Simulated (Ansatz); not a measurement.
A geometry of Au away from equilibrium: the start of the relaxation of a generated cell, Au placed in the AFLOW prototype A_hR12_166_2h (as in B). These are PBE (plane waves to 420 eV, PAW, scalar-relativistic; Ansatz, an electronic-structure program) values and carry that method's errors. Γ-centred k-mesh 5×5×5 on the run's cell (coarser than for final values), Fermi–Dirac smearing 0.05 eV.

```xyz
12
Lattice="3.2542 1.8788 5.5543 -3.2542 1.8788 5.5543 0.0000 -3.7576 5.5543" Properties=species:S:1:pos:R:3:forces:R:3 pbc="T T T" free_energy=-157778.100 pressure_GPa=126.1
Au    -2.1051     1.2154     3.7663    7.0106   -4.0476   -4.8013
Au     0.0000    -2.4308     3.7663    0.0000    8.0952   -4.8013
Au     2.1051     1.2154     3.7663   -7.0106   -4.0476   -4.8013
Au     2.1051    -1.2154    12.8966   -7.0106    4.0476    4.8013
Au     0.0000     2.4308    12.8966    0.0000   -8.0952    4.8013
Au    -2.1051    -1.2154    12.8966    7.0106    4.0476    4.8013
Au    -1.3397     0.7735     5.9625   11.0766   -6.3951    2.8546
Au     0.0000    -1.5470     5.9625    0.0000   12.7902    2.8546
Au     1.3397     0.7735     5.9625  -11.0766   -6.3951    2.8546
Au     1.3397    -0.7735    10.7003  -11.0766    6.3951   -2.8546
Au     0.0000     1.5470    10.7003    0.0000  -12.7902   -2.8546
Au    -1.3397    -0.7735    10.7003   11.0766    6.3951   -2.8546
```

Positions in Å, forces in eV/Å, free energy of the cell in eV (comparable only within this code, potentials and settings). Largest force: 13.10 eV/Å, on Au7, Au8, Au9, Au10, Au11, Au12 (atoms numbered as listed); the geometry lies 2.62 eV/atom above the end of its relaxation.

No spin polarisation in the result.

The run could not lose the symmetry of its start: the end is stationary, and may be a saddle point rather than a minimum.

The end of the path is a generated cell of Au: the first start was made by placing the elements on the sites of a structure type, and the end was not matched to a known phase here, so it may be hypothetical. Known forms of Au include space group No. 225.
